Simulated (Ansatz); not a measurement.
SiC in space group P6_422 (No. 181; Si on 3c, C on 3d), a = b = 3.0657 Å, c = 7.0311 Å, α = β = 90.00°, γ = 120.00°.

Relaxed with PBEsol.

**Question.** Which orbitals make up the states near the band edges in PBEsol in the plane-wave PAW code Ansatz?

**Answer.** Top 1 eV of the valence band: C 2p 77 %, Si 3p 18 %. Bottom 1 eV of the conduction band: Si 3p 47 %, C 2p 18 %, Si 3s 12 %, C 2s 10 %, outside the projected shells 12 %. Projections are on Löwdin-orthogonalised atomic valence shells; empty p or d shells of many metals are not among them.

**Question.** Tabulate the density of states.

**Answer.** States/eV per cell of 6 atoms, in 0.25 eV bins, energy from the valence-band maximum.

| E (eV) | total | C 2p | Si 3p | Si 3s |
|---|---|---|---|---|
| -7.85 | 1.03 | 0.47 | 0.25 | 0.17 |
| -7.60 | 1.31 | 0.61 | 0.36 | 0.19 |
| -7.35 | 1.42 | 0.67 | 0.39 | 0.20 |
| -7.10 | 1.60 | 0.76 | 0.43 | 0.23 |
| -6.85 | 1.97 | 0.94 | 0.52 | 0.28 |
| -6.60 | 1.86 | 0.89 | 0.51 | 0.23 |
| -6.35 | 1.51 | 0.74 | 0.43 | 0.16 |
| -6.10 | 1.90 | 0.95 | 0.52 | 0.21 |
| -5.85 | 1.74 | 0.89 | 0.47 | 0.20 |
| -5.60 | 1.61 | 0.83 | 0.43 | 0.17 |
| -5.35 | 1.83 | 0.97 | 0.50 | 0.17 |
| -5.10 | 1.89 | 1.02 | 0.53 | 0.16 |
| -4.85 | 1.95 | 1.07 | 0.55 | 0.15 |
| -4.60 | 2.02 | 1.13 | 0.57 | 0.16 |
| -4.35 | 2.13 | 1.22 | 0.59 | 0.17 |
| -4.10 | 2.19 | 1.28 | 0.60 | 0.17 |
| -3.85 | 2.47 | 1.49 | 0.67 | 0.16 |
| -3.60 | 2.76 | 1.73 | 0.74 | 0.14 |
| -3.35 | 2.94 | 1.89 | 0.76 | 0.13 |
| -3.10 | 2.86 | 1.87 | 0.72 | 0.13 |
| -2.85 | 2.53 | 1.68 | 0.62 | 0.11 |
| -2.60 | 2.24 | 1.52 | 0.52 | 0.08 |
| -2.35 | 2.29 | 1.60 | 0.48 | 0.09 |
| -2.10 | 3.06 | 2.19 | 0.60 | 0.12 |
| -1.85 | 3.69 | 2.64 | 0.76 | 0.12 |
| -1.60 | 2.83 | 2.07 | 0.53 | 0.09 |
| -1.35 | 1.84 | 1.38 | 0.32 | 0.06 |
| -1.10 | 1.47 | 1.11 | 0.25 | 0.04 |
| -0.85 | 1.22 | 0.93 | 0.22 | 0.03 |
| -0.60 | 0.98 | 0.75 | 0.18 | 0.01 |
| -0.35 | 0.45 | 0.35 | 0.08 | 0.00 |
| -0.10 | 0.07 | 0.06 | 0.02 | 0.00 |
| 0.15 | 0.00 | 0.00 | 0.00 | 0.00 |
| 0.40 | 0.00 | 0.00 | 0.00 | 0.00 |
| 0.65 | 0.00 | 0.00 | 0.00 | 0.00 |
| 0.90 | 0.04 | 0.01 | 0.02 | 0.01 |
| 1.15 | 0.17 | 0.03 | 0.08 | 0.02 |
| 1.40 | 0.32 | 0.06 | 0.15 | 0.04 |
| 1.65 | 0.61 | 0.12 | 0.30 | 0.07 |
| 1.90 | 0.98 | 0.20 | 0.48 | 0.10 |
| 2.15 | 1.12 | 0.23 | 0.54 | 0.12 |
| 2.40 | 1.63 | 0.34 | 0.75 | 0.21 |
| 2.65 | 2.12 | 0.48 | 0.97 | 0.27 |
| 2.90 | 1.82 | 0.36 | 0.85 | 0.22 |
| 3.15 | 1.77 | 0.31 | 0.73 | 0.28 |
| 3.40 | 2.62 | 0.51 | 0.98 | 0.42 |
| 3.65 | 2.50 | 0.49 | 0.92 | 0.39 |
| 3.90 | 2.62 | 0.57 | 0.92 | 0.43 |
| 4.15 | 2.52 | 0.53 | 0.94 | 0.38 |
| 4.40 | 2.64 | 0.56 | 0.98 | 0.37 |
| 4.65 | 2.35 | 0.50 | 0.76 | 0.43 |
| 4.90 | 2.15 | 0.47 | 0.65 | 0.41 |
| 5.15 | 2.57 | 0.58 | 0.73 | 0.54 |
| 5.40 | 2.76 | 0.67 | 0.81 | 0.56 |
| 5.65 | 2.72 | 0.73 | 0.80 | 0.52 |

The start of the workflow was typed in or built on a structure type; neither database checked (COD, Materials Project) lists it. It is not the phase usual at ambient conditions (space group No. 186, 216). The cell was relaxed with PBEsol under the symmetry of its start; phonons on a q-mesh show no instability. Its formation energy is positive at this level, so the cell may be metastable or incomplete.

Potentials: the later of the program's two PAW sets.
